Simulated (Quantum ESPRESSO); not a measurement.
ZnAl3ON3, one run as intended and one with a planted mistake

Simulated, not a measurement. The program is pw.x of Quantum ESPRESSO 7.5 (plane-wave density functional theory). The cell is made up: 8 atoms on a wurtzite lattice, with randomly drawn elements, strain and displacements, not relaxed. PseudoDojo standard norm-conserving files (v0.5 for PBE, v0.4.1 for LDA and PBEsol) set the functional; there is no spin polarisation, spin-orbit coupling or dispersion term, and the masses in the input are unused placeholders.

Intended input:

```
&control calculation='scf', pseudo_dir='./dojo.nc.sr.pbe.v0_5.standard.upf', outdir='./o', disk_io='medium', tprnfor=.true., tstress=.true. /
&system ibrav=0, nat=8, ntyp=4, nbnd=31, ecutwfc=84.00895049, nosym=.true., tot_charge=0,
 occupations='smearing', smearing='fd', degauss=0.0018374661
/
&electrons conv_thr=7.350e-09, electron_maxstep=60, /
ATOMIC_SPECIES
Al 1.0 Al.upf
N 1.0 N.upf
O 1.0 O.upf
Zn 1.0 Zn.upf
CELL_PARAMETERS angstrom
3.1364 0.0303 -0.0074
0.0524 5.3648 0.0328
-0.012 0.0309 5.0892
ATOMIC_POSITIONS angstrom
Zn 0.0412 0.06 0.0379
Al 1.4989 2.6871 0.0665
Al 1.5695 0.8769 2.6417
Al 0.1232 3.5092 2.3575
O 0.0118 -0.0172 1.9219
N 1.5692 2.6955 1.9322
N 1.6935 0.8655 4.4438
N -0.0415 3.7694 4.5854
K_POINTS automatic
6 4 4 1 1 1
```

The log is shortened where brackets say so; the opening notice, blank lines, dates and the lines on written files are dropped, and the path of the files is cut. It prints rydbergs, bohrs and kilobars, and counts compression as positive stress. Where no state is partly filled, the Fermi energy that it prints is only some level between the filled and the empty states on the mesh, and need not lie in the true gap.

Log of the intended run:

```
     Program PWSCF v.7.5
     Parallel version (MPI & OpenMP), running on       1 processor cores
     Number of MPI processes:                 1
     Threads/MPI process:                     1
     [start-up lines left out]
     bravais-lattice index     =            0
     lattice parameter (alat)  =       5.9272  a.u.
     unit-cell volume          =     577.7919 (a.u.)^3
     number of atoms/cell      =            8
     number of atomic types    =            4
     number of electrons       =        50.00
     number of Kohn-Sham states=           31
     kinetic-energy cutoff     =      84.0090  Ry
     charge density cutoff     =     336.0358  Ry
     scf convergence threshold =      7.3E-09
     mixing beta               =       0.7000
     number of iterations used =            8  plain     mixing
     Exchange-correlation= PBE
                           (   1   4   3   4   0   0   0)
     [axes and pseudopotential details left out]
   Cartesian axes
     site n.     atom                  positions (alat units)
         1        Zn     tau(   1) = (   0.0131354   0.0191293   0.0120833  )
         2        Al     tau(   2) = (   0.4778810   0.8567042   0.0212016  )
         3        Al     tau(   3) = (   0.5003897   0.2795742   0.8422297  )
         4        Al     tau(   4) = (   0.0392788   1.1188071   0.7516208  )
         5        O      tau(   5) = (   0.0037621  -0.0054837   0.6127423  )
         6        N      tau(   6) = (   0.5002941   0.8593823   0.6160262  )
         7        N      tau(   7) = (   0.5399236   0.2759397   1.4167773  )
         8        N      tau(   8) = (  -0.0132311   1.2017643   1.4619224  )
     number of k points=    48  Fermi-Dirac smearing, width (Ry)=  0.0018
                       cart. coord. in units 2pi/alat
        k(    1) = (   0.0828250   0.0718033   0.0767988), wk =   0.0416667
        k(    2) = (   0.0831977   0.0708576   0.2308844), wk =   0.0416667
     [further k points left out]
     Dense  grid:    60087 G-vectors     FFT dimensions: (  36,  60,  60)
     Estimated max dynamical RAM per process >      75.76 MB
     Initial potential from superposition of free atoms
     starting charge      49.9925, renormalised to      50.0000
     Starting wfcs are   38 randomized atomic wfcs
     total cpu time spent up to now is       10.8 secs
     per-process dynamical memory:    51.3 Mb
     Self-consistent Calculation
     iteration #  1     ecut=    84.01 Ry     beta= 0.70
     Davidson diagonalization with overlap
     ethr =  1.00E-02,  avg # of iterations =  3.2
     total cpu time spent up to now is       37.5 secs
     total energy              =    -526.68629873 Ry
     estimated scf accuracy    <       2.39439181 Ry
     iteration #  2     ecut=    84.01 Ry     beta= 0.70
     Davidson diagonalization with overlap
     ethr =  4.79E-03,  avg # of iterations =  3.2
     total cpu time spent up to now is       58.5 secs
     total energy              =    -527.29533880 Ry
     estimated scf accuracy    <       2.35778962 Ry
     [iterations 3 to 10 left out]
     iteration # 11     ecut=    84.01 Ry     beta= 0.70
     Davidson diagonalization with overlap
     ethr =  4.24E-10,  avg # of iterations =  2.0
     total cpu time spent up to now is      229.8 secs
     total energy              =    -527.75080933 Ry
     estimated scf accuracy    <       0.00000002 Ry
     iteration # 12     ecut=    84.01 Ry     beta= 0.70
     Davidson diagonalization with overlap
     ethr =  3.22E-11,  avg # of iterations =  3.0
     total cpu time spent up to now is      244.8 secs
     End of self-consistent calculation
     [lines on levels left out]
     the Fermi energy is    10.7483 ev
!    total energy              =    -527.75080933 Ry
     estimated scf accuracy    <          3.2E-09 Ry
     smearing contrib. (-TS)   =      -0.00000000 Ry
     internal energy E=F+TS    =    -527.75080933 Ry
     The total energy is F=E-TS. E is the sum of the following terms:
     one-electron contribution =    -450.02939561 Ry
     hartree contribution      =     249.66324956 Ry
     xc contribution           =     -78.87705369 Ry
     ewald contribution        =    -248.50760960 Ry
     convergence has been achieved in  12 iterations
     Forces acting on atoms (cartesian axes, Ry/au):
     atom    1 type  4   force =     0.08324119    0.04589658   -0.03691152
     atom    2 type  1   force =     0.03543879    0.01634406   -0.12840877
     atom    3 type  1   force =     0.00773511    0.01829426    0.01215503
     atom    4 type  1   force =    -0.13352727    0.06320180    0.13317650
     atom    5 type  3   force =     0.00592387    0.01236431    0.12264375
     atom    6 type  2   force =     0.10660963   -0.07652350   -0.00796887
     atom    7 type  2   force =    -0.10431550    0.15475577   -0.03265085
     atom    8 type  2   force =    -0.00110582   -0.23433327   -0.06203525
     Total force =     0.442363     Total SCF correction =     0.000092
     Computing stress (Cartesian axis) and pressure
          total   stress  (Ry/bohr**3)                   (kbar)     P=      106.60
   0.00093913  -0.00054968   0.00008450          138.15      -80.86       12.43
  -0.00054968   0.00081192   0.00001749          -80.86      119.44        2.57
   0.00008450   0.00001749   0.00042287           12.43        2.57       62.21
     init_run     :     10.05s CPU     10.71s WALL (       1 calls)
     electrons    :    221.51s CPU    233.97s WALL (       1 calls)
     forces       :      2.42s CPU      2.45s WALL (       1 calls)
     stress       :     10.00s CPU     10.04s WALL (       1 calls)
     [timing details left out]
     PWSCF        :   4m 4.15s CPU   4m17.43s WALL
     JOB DONE.
```

A second run has one planted mistake: the k-point mesh is too coarse. The input lines that differ, file-writing options aside:

```
- 6 4 4 1 1 1
+ 2 2 2 1 1 1
```

Its log:

```
     Program PWSCF v.7.5
     Parallel version (MPI & OpenMP), running on       1 processor cores
     Number of MPI processes:                 1
     Threads/MPI process:                     1
     [start-up lines left out]
     bravais-lattice index     =            0
     lattice parameter (alat)  =       5.9272  a.u.
     unit-cell volume          =     577.7919 (a.u.)^3
     number of atoms/cell      =            8
     number of atomic types    =            4
     number of electrons       =        50.00
     number of Kohn-Sham states=           31
     kinetic-energy cutoff     =      84.0090  Ry
     charge density cutoff     =     336.0358  Ry
     scf convergence threshold =      7.3E-09
     mixing beta               =       0.7000
     number of iterations used =            8  plain     mixing
     Exchange-correlation= PBE
                           (   1   4   3   4   0   0   0)
     [axes and pseudopotential details left out]
   Cartesian axes
     site n.     atom                  positions (alat units)
         1        Zn     tau(   1) = (   0.0131354   0.0191293   0.0120833  )
         2        Al     tau(   2) = (   0.4778810   0.8567042   0.0212016  )
         3        Al     tau(   3) = (   0.5003897   0.2795742   0.8422297  )
         4        Al     tau(   4) = (   0.0392788   1.1188071   0.7516208  )
         5        O      tau(   5) = (   0.0037621  -0.0054837   0.6127423  )
         6        N      tau(   6) = (   0.5002941   0.8593823   0.6160262  )
         7        N      tau(   7) = (   0.5399236   0.2759397   1.4167773  )
         8        N      tau(   8) = (  -0.0132311   1.2017643   1.4619224  )
     number of k points=     4  Fermi-Dirac smearing, width (Ry)=  0.0018
                       cart. coord. in units 2pi/alat
        k(    1) = (   0.2489958   0.1427913   0.1537991), wk =   0.5000000
        k(    2) = (   0.2482504   0.1446827  -0.1543721), wk =   0.5000000
     [further k points left out]
     Dense  grid:    60087 G-vectors     FFT dimensions: (  36,  60,  60)
     Estimated max dynamical RAM per process >      75.76 MB
     Initial potential from superposition of free atoms
     starting charge      49.9925, renormalised to      50.0000
     Starting wfcs are   38 randomized atomic wfcs
     total cpu time spent up to now is        3.1 secs
     per-process dynamical memory:    49.9 Mb
     Self-consistent Calculation
     iteration #  1     ecut=    84.01 Ry     beta= 0.70
     Davidson diagonalization with overlap
     ethr =  1.00E-02,  avg # of iterations =  3.0
     total cpu time spent up to now is        5.5 secs
     total energy              =    -526.75438909 Ry
     estimated scf accuracy    <       2.33702713 Ry
     iteration #  2     ecut=    84.01 Ry     beta= 0.70
     Davidson diagonalization with overlap
     ethr =  4.67E-03,  avg # of iterations =  4.0
     total cpu time spent up to now is        8.0 secs
     total energy              =    -527.41061932 Ry
     estimated scf accuracy    <       2.14986057 Ry
     [iterations 3 to 10 left out]
     iteration # 11     ecut=    84.01 Ry     beta= 0.70
     Davidson diagonalization with overlap
     ethr =  1.88E-10,  avg # of iterations =  3.2
     total cpu time spent up to now is       28.9 secs
     total energy              =    -527.79606608 Ry
     estimated scf accuracy    <          7.8E-09 Ry
     iteration # 12     ecut=    84.01 Ry     beta= 0.70
     Davidson diagonalization with overlap
     ethr =  1.56E-11,  avg # of iterations =  2.5
     total cpu time spent up to now is       31.1 secs
     End of self-consistent calculation
     [lines on levels left out]
     the Fermi energy is    10.8438 ev
!    total energy              =    -527.79606608 Ry
     estimated scf accuracy    <          4.6E-09 Ry
     smearing contrib. (-TS)   =       0.00000000 Ry
     internal energy E=F+TS    =    -527.79606608 Ry
     The total energy is F=E-TS. E is the sum of the following terms:
     one-electron contribution =    -450.07242713 Ry
     hartree contribution      =     249.64237569 Ry
     xc contribution           =     -78.85840504 Ry
     ewald contribution        =    -248.50760960 Ry
     convergence has been achieved in  12 iterations
     Forces acting on atoms (cartesian axes, Ry/au):
     atom    1 type  4   force =     0.08218678    0.04827238   -0.03984040
     atom    2 type  1   force =     0.03415321    0.01192198   -0.12855691
     atom    3 type  1   force =     0.00682652    0.01987574    0.01463793
     atom    4 type  1   force =    -0.13241242    0.07059323    0.13996232
     atom    5 type  3   force =     0.00621527    0.00833077    0.12175745
     atom    6 type  2   force =     0.10621313   -0.08717086   -0.00942273
     atom    7 type  2   force =    -0.10297159    0.16160094   -0.03115725
     atom    8 type  2   force =    -0.00021090   -0.23342418   -0.06738041
     Total force =     0.449318     Total SCF correction =     0.000193
     Computing stress (Cartesian axis) and pressure
          total   stress  (Ry/bohr**3)                   (kbar)     P=      101.81
   0.00061915  -0.00054881   0.00008753           91.08      -80.73       12.88
  -0.00054881   0.00095357   0.00002693          -80.73      140.27        3.96
   0.00008753   0.00002693   0.00050350           12.88        3.96       74.07
     init_run     :      2.73s CPU      2.85s WALL (       1 calls)
     electrons    :     26.21s CPU     28.00s WALL (       1 calls)
     forces       :      0.56s CPU      0.59s WALL (       1 calls)
     stress       :      1.83s CPU      1.85s WALL (       1 calls)
     [timing details left out]
     PWSCF        :     31.55s CPU     34.11s WALL
     JOB DONE.
```

|  | intended run | run with the mistake |
| --- | --- | --- |
| free energy (eV) | -7180.416 | -7181.031 |
| smearing term -TS (eV) | 0.0000 | 0.0000 |
| pressure (GPa) | 10.66 | 10.18 |
| largest force component (eV/Å) | 6.025 | 6.002 |
| largest change of a force component (eV/Å) |  | 0.274 |
| iterations | 12 | 12 |

For scale, a rerun of the intended cell at 1437 eV and a 8 x 6 x 6 mesh moved values by no more than 0.002 eV in energy, 0.03 GPa in stress and 0.002 eV/Å in force.